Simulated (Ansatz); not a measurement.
**As: reading a single point**

```
As
1.0
    -1.85222    0.00000    5.58203
     0.00000   -4.53667    0.00000
     1.85222    0.00000    5.58203
As
4
Cartesian
  0.0000 -4.2645 1.2280
  0.0000 -2.5405 6.8101
  0.0000 -0.2722 9.9360
  0.0000 -1.9961 4.3540
```

Level: r2SCAN, no spin polarisation; 500 eV; 7×6×7 Γ-centred mesh; gaussian occupations (width 0.0181 eV); Ansatz 0.2.0, fixed geometry.

**Question.** Metal or insulator? Give the gap.

**Answer.** The gap is 0.08 eV, indirect (the least direct gap found is 0.17 eV). A semilocal functional usually gives too small a gap.

**Question.** Which orbitals make up the band edges?

**Answer.** Within 0.7 eV of the edges, the states project mainly on As p (87 %) below the gap and on As p (82 %) and As s (15 %) above it.

**Question.** What do density and ELF say about some of the short contacts?

**Answer.** As–As at 2.52 Å: least valence density 0.52 e/Å³ and ELF 0.78 there, a shared, covalent-like contact. These are pseudo-fields; inside the PAW spheres they differ from the all-electron ones.

**Question.** What does the stress say?

**Answer.** The pressure is -1.7 GPa (compression positive), so with the atoms held at these fractions the cell would first shrink.

Origin: a database entry at a rescaled volume.
